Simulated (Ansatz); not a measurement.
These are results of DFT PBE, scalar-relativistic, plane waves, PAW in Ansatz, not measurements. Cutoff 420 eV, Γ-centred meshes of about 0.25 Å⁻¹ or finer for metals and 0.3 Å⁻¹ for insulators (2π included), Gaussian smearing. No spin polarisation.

Relaxed structures of Nb2PdSe5, with energies over the first row. Coordination counts Se atoms around Nb and Pd (those within 1.25 times the shortest such distance or 1.15 times the sum of covalent radii; a plus sign parts nearer from farther groups; the shortest distance is added where it exceeds 1.18 times the sum of covalent radii; a slash parts the counts of unlike sites).

| # | form | sites | V (Å³/atom) | coordination | ΔE (meV/atom) |
| --- | --- | --- | --- | --- | --- |
| 1 | I4/mmm | Nb 4e; Pd 2a; Se 2b, 8g | 18.3 | Nb 8, Pd 8+4 | 0 |
| 2 | Immm | Nb 4i; Pd 2d; Se 4h, 4j, 2a | 24.9 | Nb 4, Pd 2 | 55 |
| 3 | Immm | Nb 2a, 2d; Pd 2c; Se 8l, 2b | 26.4 | Nb 4/6, Pd 2+8 from 3.1 Å | 91 |

A further structure, relaxed alike:

```cif
data_structure
_symmetry_space_group_name_H-M 'P31m'
_symmetry_Int_Tables_number 157
_cell_length_a 6.8862
_cell_length_b 6.8862
_cell_length_c 7.0620
_cell_angle_alpha 90.000
_cell_angle_beta 90.000
_cell_angle_gamma 120.000
_cell_volume 290.01
loop_
_atom_site_label
_atom_site_type_symbol
_atom_site_symmetry_multiplicity
_atom_site_Wyckoff_symbol
_atom_site_fract_x
_atom_site_fract_y
_atom_site_fract_z
_atom_site_occupancy
Nb1 Nb 2 b 0.33333 0.66667 0.75670 1
Pd1 Pd 1 a 0.00000 0.00000 0.78715 1
Se1 Se 2 b 0.33333 0.66667 0.43285 1
Se2 Se 3 c 0.33769 0.00000 0.90349 1
```

Problem. Where does it fall in the ranking, and at what energy?

Solution. It is the lowest, 62 meV/atom below row 1, with space group P31m (No. 157) and 36.3 Å³/atom. Counting Se atoms around Nb and Pd, this cell has Nb 1+3, Pd 3 and row 1 has Nb 8, Pd 8+4. Nb has 1 Se at 2.29 Å and 3 Se at 2.51 Å; Pd has 3 Se at 2.47 Å; around Se on a site of symmetry 3 lies 1 Nb at 2.29 Å; around Se on a site of symmetry m lie 1 Pd at 2.47 Å and 2 Nb at 2.51 Å.

Weakly bound directions are ill-defined at this level, which has no dispersion term (P31m, Immm at 24.9 Å³/atom, Immm at 26.4 Å³/atom), and this can change margins and order among such cells. Trial moments fell under 0.15 μB along the way in I4/mmm and Immm; another start might hold them. With atoms moved at random, the further cell (by 55 meV/atom) fell into a lower structure. Row 1, row 2 and row 3 had no clear such test and can be saddle points. Some candidate types were left out of the draw beforehand, so a known form may be missing.
